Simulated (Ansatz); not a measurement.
GaP (zinc blende)

```
GaP
1.0
    0.00000     5.50603     5.50603
    2.75302     0.00000     2.75302
    2.75302     2.75302     0.00000
P Ga
2 2
Direct
  0.37500   0.75000   0.75000
  0.87500   0.75000   0.75000
  0.00000   0.00000   0.00000
  0.50000   0.00000   0.00000
```

Scan: atom 4 (Ga, nearest neighbour P at 2.384 Å; its periodic images, 3.9 Å or more away, move with it) is displaced towards the nearest neighbour, direction (-0.577, -0.577, -0.577) in Cartesian axes, by s. The other atoms stay.

Method: PBE (plane waves to 420 eV, PAW, scalar-relativistic; Ansatz, a first-principles code). k mesh 4×8×8 (Γ-centred), Fermi-Dirac smearing 0.05 eV. Energies are smeared free energies. GaP was relaxed with its symmetry unable to fall. The zero of ΔE is the undisplaced structure.

```
s (Å)   ΔE (meV/cell)
------  -------------
-0.240            206
-0.192            139
-0.144             83
-0.096       withheld
-0.048             10
0.000               0
0.048              11
0.096              48
0.144             114
0.192             213
0.240             351
```

**Question.** Fit a polynomial form (powers 2, 3, 4) to the given rows and predict ΔE at s = -0.096.

**Answer.** Least squares on the 10 given rows: ΔE = (4683)·s² + (5239)·s³ + (2620)·s⁴, in meV/cell with s in Å; root-mean-square residual 0.2 meV/cell. At -0.096 the fit gives 39 meV/cell; the calculation gives 39 meV/cell, the same to the digits shown. The quadratic term alone would give 43 meV/cell.

(A displaced cell: forces are minus the slopes of the energy, force constants its curvatures, and phonons follow from these.)
